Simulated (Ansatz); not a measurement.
SnO2 (rutile, space group No. 136), PBE in the plane-wave PAW code Ansatz. The conduction-band minimum lies at Γ, with 1 equivalent valley. Second derivatives d²E/dk² of the lowest band at one valley (eV·Å²), along Cartesian directions:

```
direction  d²E/dk²
---------  -------
[100]        44.77
[010]        44.77
[001]        48.51
[110]        44.78
[101]        46.64
[011]        46.64
```

Q: Find the principal effective masses, the density-of-states mass and the conductivity mass.

A: Off-diagonal terms follow from H_xy = H[110] − (H_xx + H_yy)/2, and m*/mₑ = 7.620 eV·Å² over each eigenvalue: 0.16, 0.17, 0.17. One valley's DOS mass (m₁m₂m₃)^(1/3) = 0.17, conductivity mass 3/(Σ 1/mᵢ) = 0.17 mₑ.

Q: What effective density of states Nc follows at 300 K for parabolic valleys?

A: Nc = 2.509e19 × 1 × (0.17)^(3/2) ≈ 1.8e18 cm⁻³.

Space group P4_2/mnm (rutile). Symmetry was held in the PBE relaxation. Scalar-relativistic: spin–orbit coupling is off unless named, which matters more the heavier the elements.

Potentials: the earlier of the program's two PAW sets.

Edges and masses are those of Kohn–Sham bands, whose gap is no quasiparticle gap.
